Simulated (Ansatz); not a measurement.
Relaxation of a generated trial cell of Ta in the beta-Sn structure type; 2 atoms in the cell, which starts as I4₁/amd, origin choice 1 (No. 141), tI4; a = b = 5.187 Å, c = 2.830 Å, α = β = γ = 90.00°. Method: PBE (plane waves to 420 eV, PAW, scalar-relativistic; Ansatz, a quantum-chemistry and plane-wave program). Γ-centred k-mesh 13×13×13 on the run's cell (coarser than for final values), Fermi–Dirac smearing 0.05 eV. This is the first round of the run. 

The optimiser's lines from the output (shortened; P is positive under compression):

```
relax step   1: F+E_penalty+E_count = -19864.92105931 eV  Δ(F+E_penalty+E_count) = +0.000e0 eV  max|allowed force component| = 1.388e-17 eV/Å  Δτ_max = 0.0000 Å  P = +5.391 GPa  Ω = 38.078 Å³  (6 SCF iters, dr2 threshold 1.00e-7 eV, accepted)
relax step   2: F+E_penalty+E_count = -19864.88764087 eV  Δ(F+E_penalty+E_count) = +3.342e-2 eV  max|allowed force component| = 1.388e-17 eV/Å  Δτ_max = 0.0000 Å  P = -8.235 GPa  Ω = 41.692 Å³  (5 SCF iters, dr2 threshold 2.00e-7 eV, rejected (line search))
relax step   3: F+E_penalty+E_count = -19864.95090469 eV  Δ(F+E_penalty+E_count) = -2.985e-2 eV  max|allowed force component| = 1.735e-18 eV/Å  Δτ_max = 0.0000 Å  P = -0.438 GPa  Ω = 39.450 Å³  (7 SCF iters, accepted)
relax step   4: F+E_penalty+E_count = -19864.95121174 eV  Δ(F+E_penalty+E_count) = -3.070e-4 eV  max|allowed force component| = 6.939e-18 eV/Å  Δτ_max = 0.0000 Å  P = -0.102 GPa  Ω = 39.371 Å³  (3 SCF iters, dr2 threshold 2.00e-7 eV, accepted)
relax step   5: F+E_penalty+E_count = -19864.95124546 eV  Δ(F+E_penalty+E_count) = -3.372e-5 eV  max|allowed force component| = 1.301e-17 eV/Å  Δτ_max = 0.0000 Å  P = +0.001 GPa  Ω = 39.348 Å³  (3 SCF iters, dr2 threshold 1.65e-7 eV, accepted)
relax step   6: F+E_penalty+E_count = -19864.95152609 eV  Δ(F+E_penalty+E_count) = -2.806e-4 eV  max|allowed force component| = 5.204e-18 eV/Å  Δτ_max = 0.0000 Å  P = +0.001 GPa  Ω = 39.348 Å³  stress off target by 3.58e-3 GPa  SCF on the basis re-selected at this cell (its energy is not comparable with the rows above)  (5 SCF iters)
```

From the first to the last row the energy changes by -0.02 eV/atom and the volume by +3.3 %. The last row is marked as not comparable with the walk above it, whose basis was carried along; it does compare with step 1, since both stand on a basis selected at the nominal cutoff for their own cell.

Step 2 was rejected by the optimiser.

Later rounds, restarted from the end of this one on a renewed k-mesh, logged 4 more steps and released under 0.01 eV/atom more. The final structure after all rounds: I4₁/amd, origin choice 1 (No. 141), tI4, AFLOW prototype A_tI4_141_a (A5, as in Sn); a = 5.2889 Å, b = 5.2889 Å, c = 2.8132 Å, α = 90.00°, β = 90.00°, γ = 90.00°. Between re-selections the logged energies stand on a plane-wave basis carried along with the cell. No spin polarisation in the result.

The run could not lower the symmetry of its start; a shaken copy of this end point relaxes with PBE to Pnma (No. 62), 0.66 eV/atom lower.

The relaxed structure here is a generated cell of Ta: the first start was made by placing the elements on the sites of a structure type, and the end was not matched to a known phase here, so it may be hypothetical. Known forms of Ta include space group No. 229.
